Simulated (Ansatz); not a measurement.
Name crystals whose computed values (plane-wave PAW LDA (Ansatz code)) fall in these windows: highest Γ mode, no LO–TO term (cm⁻¹) 170 to 210; B₀ by P(V) fit (GPa) 49 to 64.



| crystal | highest Γ mode, no LO–TO term (cm⁻¹) | B₀ by P(V) fit (GPa) |
|---|---|---|
| CdHgSe2, P-4m2 (Cd on 1c, Hg on 1a, Se on 2g) | 189 | 57.7 |
| CaSe, rock salt | 192 | 57.3 |
| KF, CsCl type | 181 | 52.5 |
| Te2Pt, P-3m1 (Te on 2d, Pt on 1a) | 173 | 62.7 |
| In2SbAs, R3m (In on 3a, In on 3a, Sb on 3a, As on 3a) | 208 | 51.8 |
Others may fit too.

Not the usual ambient phase: KF, CsCl type. Standing as an ambient phase not checked: CdHgSe2, P-4m2 (Cd on 1c, Hg on 1a, Se on 2g); In2SbAs, R3m (In on 3a, In on 3a, Sb on 3a, As on 3a). Weakly bound layers, chains or molecules computed without a dispersion correction, so cells and soft constants are ill determined: Te2Pt, P-3m1 (Te on 2d, Pt on 1a). Perhaps ordered models of mixed-site phases: CdHgSe2, P-4m2 (Cd on 1c, Hg on 1a, Se on 2g). All cells were relaxed under the symmetry of their starts (and spin orders); stability against distortions was not tested throughout. Rows with no word on spin ran without spin polarisation. Scalar-relativistic: spin–orbit coupling is off unless named, which matters more the heavier the elements.

Potentials: the later of the program's two PAW sets.
